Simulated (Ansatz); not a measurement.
V:
```
CELL_PARAMETERS angstrom
     -1.47510     1.47510     1.47510
      1.47510    -1.47510     1.47510
      1.47510     1.47510    -1.47510
ATOMIC_POSITIONS crystal
  V  0.00000 0.00000 0.00000
```

Relaxed with PBE+D3(BJ). Special points in fractions of this cell's reciprocal vectors: Γ (0.000, 0.000, 0.000); H (0.500, -0.500, 0.500); N (0.000, 0.000, 0.500); P (0.250, 0.250, 0.250).

Q: List the band energies nearest the Fermi level at these points for PBE+D3(BJ) in the plane-wave PAW code Ansatz.

A: In eV from the Fermi level; about four levels below and three above (degenerate sets whole), none deeper than 8.9 eV; … stands for higher levels left out; points with the same levels are listed once.

```tsv
k	below	above
Γ	-6.69	0.42 0.42 0.42
H	-3.23 -3.23	…
N	-3.35 -1.23	1.82 2.58 …
P	-1.16 -1.16 -1.16	…
```

Space group Im-3m (bcc (W type)). The cell was relaxed with PBE+D3(BJ) under the symmetry of its start. The workflow began spin-polarised and lost its moments. The pairwise dispersion correction was not fitted to metals.

Potentials: the later of the program's two PAW sets.
